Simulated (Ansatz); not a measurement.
KTlO₂:
```yaml
crystal:
  lattice:
    - [1.72453, 0.99566, 6.10035]
    - [-1.72453, 0.99566, 6.10035]
    - [0.00000, -1.99131, 6.10035]
  atoms:
    - { symbol: K, position: [0.50000, 0.50000, 0.50000] }
    - { symbol: Tl, position: [0.00000, 0.00000, 0.00000] }
    - { symbol: O, position: [0.73196, 0.73196, 0.73196] }
    - { symbol: O, position: [0.26804, 0.26804, 0.26804] }
```

r²SCAN in the plane-wave PAW code Ansatz gives a gap of 1.30 eV without spin–orbit coupling, maximum at T, minimum at Γ.

### Question
What happens when spin–orbit coupling is switched on?

### Answer
The gap drops by 0.05 eV, to 1.25 eV; maximum at T, minimum at Γ.

### Question
Give the electron effective mass with spin–orbit coupling.

### Answer
0.30, 0.30, 0.38 mₑ (principal values).

### Question
Give the hole effective mass with spin–orbit coupling.

### Answer
0.76, 0.76, 3.9 mₑ (principal values).

Space group R-3m. The workflow started from a Materials Project entry (that database holds measured and hypothetical structures alike); the Crystallography Open Database copy checked does not list it. Its standing as an ambient phase is unchecked. The r²SCAN relaxation kept the symmetry of its start; whether a distortion lowers the energy is not shown.

Potentials: the later of the program's two PAW sets.
